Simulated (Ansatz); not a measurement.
A relaxed cell of Ru (P6₃/mmc (No. 194)), relaxed on a k-mesh at least as fine as the one used below. Computed with r2SCAN (plane waves to 500 eV, PAW, scalar-relativistic; Ansatz, a quantum-chemistry and plane-wave program). Γ-centred k-mesh 14×14×8 on the run's cell (coarser than for final values), Fermi–Dirac smearing 0.05 eV.

```
CELL_PARAMETERS angstrom
      2.70457     0.00000     0.00000
     -1.35229     2.34223     0.00000
      0.00000     0.00000     4.26015
ATOMIC_POSITIONS crystal
  Ru 0.33333 0.66667 0.75000
  Ru 0.66667 0.33333 0.25000
```

The atoms are displaced by (Å):

| atom | ux | uy | uz |
|---|---|---|---|
| Ru1 | 0.136 | 0.063 | -0.076 |
| Ru2 | -0.133 | -0.255 | 0.075 |

Question: What forces (eV/Å) and pressure result?

Answer: 
```json
[
 {"atom": "Ru1", "Fx": "-1.89", "Fy": "-1.94", "Fz": "2.19"},
 {"atom": "Ru2", "Fx": "1.89", "Fy": "1.94", "Fz": "-2.19"}
]
```

Pressure +12.2 GPa.

Question: Estimate the energy cost of the displacement in the harmonic approximation and compare with the calculation.

Answer: For a harmonic well ΔE = −½ Σ F·u = 0.727 eV a cell, or 364 meV/atom. The calculated energy relative to the undisplaced cell is +0.38 eV/atom, so the harmonic estimate holds well.

No spin polarisation in the result.

The run that gave the undisplaced cell could not lose the symmetry of its start; a randomly shaken copy of 2 atoms returns to this structure.
